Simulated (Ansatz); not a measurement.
A frame of Sc5Al3Fe3Co9 from dynamics at 2410 K, with the forces (eV/Å) computed on a k mesh in the last three columns. The calculation used DFT PBE, scalar-relativistic, plane waves, PAW in Ansatz 0.2.0.

Settings: cutoff 420 eV, Γ-centred mesh 4×4×3 on the computed 20-atom cell, Fermi–Dirac smearing of 0.21 eV; no spin polarisation.

```xyz
20
Lattice="6.773 0.141 -0.132 0.141 6.282 0.121 -0.132 0.121 7.023" Properties=species:S:1:pos:R:3:forces:R:3 pbc="T T T"
Co    3.879    1.260    1.213   -4.430    2.340   -0.840
Co    5.514    3.756    0.709   -0.190    1.430   -0.410
Co    0.897    3.119    6.720   -2.190    1.820   -1.520
Co    3.030    0.808    4.009    0.970   -2.600   -0.950
Co    4.870    1.444    3.184    2.850    0.880    1.820
Co    1.821    4.789    4.646   -0.120    0.310   -0.560
Co    5.894    1.610    0.939    2.940   -0.620   -0.710
Co    2.524    5.738    2.063    0.570    1.070    1.460
Co    0.546    5.580    0.504   -2.510   -0.630   -0.330
Sc    3.878    2.736    5.890   -2.040    0.600    0.220
Sc    2.672    4.566    0.214    2.430    0.510   -1.550
Sc    6.063    4.892    4.833    0.100    0.130    0.940
Sc    0.927    3.527    2.201   -1.620   -1.740    1.070
Sc    3.682    3.728    3.089    0.740   -0.200   -0.370
Al    0.450    6.135    2.836   -0.540    1.930    0.980
Al    6.075    1.709    5.449    1.360   -0.940   -0.020
Al    1.711    1.173    6.943    0.820   -1.680    0.940
Fe    1.377    1.587    4.639   -1.400    2.120   -0.590
Fe    4.179    0.443    5.932    0.320   -1.340    0.830
Fe    4.911    5.852    1.961    1.920   -3.410   -0.390
```

Static pressure 4.5 GPa (no kinetic part), no gap on the mesh.

Counting as bonded all pairs within 1.3 times the summed covalent radii:

```csv
atom → neighbour,mean count,mean length (Å),spread (Å)
Al → Al,0.67,2.80,0.00
Al → Co,5.00,2.59,0.28
Al → Fe,2.00,2.50,0.21
Al → Sc,3.67,3.16,0.43
Co → Al,1.67,2.59,0.28
Co → Co,4.00,2.58,0.28
Co → Fe,1.78,2.66,0.41
Co → Sc,3.89,2.95,0.41
Fe → Al,2.00,2.50,0.21
Fe → Co,5.33,2.66,0.41
Fe → Fe,1.33,3.18,0.11
Fe → Sc,4.00,3.17,0.43
Sc → Al,2.20,3.16,0.43
Sc → Co,7.00,2.95,0.41
Sc → Fe,2.40,3.17,0.43
Sc → Sc,5.20,3.51,0.61
```

Angles between all pairs of such bonds at an atom (mean ± spread): 96 ± 34° at Al, 96 ± 34° at Co, 96 ± 35° at Fe, 94 ± 36° at Sc.

Spin polarisation was left out, and a magnetic state may lie lower.

Cost: 1 run of about 3.9 core-minutes, on Arm Neoverse V2 (shared hosts).